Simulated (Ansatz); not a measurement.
Zr:
```xyz
3
Lattice="4.9708 0.0000 0.0000 -2.4854 4.3048 0.0000 0.0000 0.0000 3.1117" Properties=species:S:1:pos:R:3 pbc="T T T"
Zr     0.0000     0.0000     0.0000
Zr     0.0000     2.8699     1.5559
Zr     2.4854     1.4349     1.5559
```

Relaxed with PBEsol. Special points in fractions of this cell's reciprocal vectors: Γ (0.000, 0.000, 0.000); M (0.500, 0.000, 0.000); K (0.333, 0.333, 0.000); A (0.000, 0.000, 0.500); L (0.500, 0.000, 0.500); H (0.333, 0.333, 0.500).

Q: List the band energies nearest the Fermi level at these points for PBEsol with spin–orbit coupling (plane waves, PAW; program Ansatz).

A: In eV from the Fermi level; about four levels below and three above (degenerate sets whole), none deeper than 8.9 eV; points with the same levels are listed once.

```tsv
k	below	above
Γ	-0.42 -0.42 -0.22 -0.22	0.82 0.82 1.57 1.57
M	-0.56 -0.56 -0.06 -0.06	0.68 0.68 1.06 1.06
K	-0.55 -0.55 -0.12 -0.12	0.20 0.20 0.64 0.64
A	-1.99 -1.99 -1.39 -1.39	1.13 1.13 1.23 1.23
L	-0.88 -0.88 -0.52 -0.52	0.23 0.23 0.90 0.90
H	-1.13 -1.13 -1.10 -1.10	0.46 0.46 0.53 0.53
```

Space group P6/mmm. This is a known high-pressure phase of the composition, computed here at zero pressure and temperature. Symmetry was held in the PBEsol relaxation; of distortions, only those at the zone centre were tested. No spin polarisation was allowed.

Potentials: the later of the program's two PAW sets.
